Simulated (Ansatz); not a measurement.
SiRh in space group P6/mmm (No. 191; Rh on 3f, Si on 1a, Si on 2d) at seven volumes, the program Ansatz at the PBE level (PAW), shape and atoms relaxed at each. One row is withheld.

```csv
V (Å³/atom),P (GPa)
14.223,21.31
14.692,12.95
15.161,5.91
15.630,0.00
16.099,-4.96
16.568,-9.12
17.037,?
```

**Question.** Fit the shown pressures and predict the withheld one.

**Answer.** P = (3/2)B₀(x^(7/2) − x^(5/2))[1 + (3/4)(B′ − 4)(x − 1)] with x = (V₀/V)^(2/3). Least squares on the six rows gives V₀ = 15.631 Å³/atom, B₀ = 180 GPa, B′ = 4.79. At V = 17.037, x = 0.9442 and P = -12.62 GPa. The run itself gave -12.60 GPa.

A made-up cell: these elements were put on the sites of a structure type; neither database checked (COD, Materials Project) lists it. COD files the formula under space group No. 14, so this cell is another polymorph or a model. Its standing as an ambient phase is unchecked. The cell was relaxed with PBE under the symmetry of its start; its stability against distortions is not shown here. The run is not spin-polarised.

Potentials: the later of the program's two PAW sets.
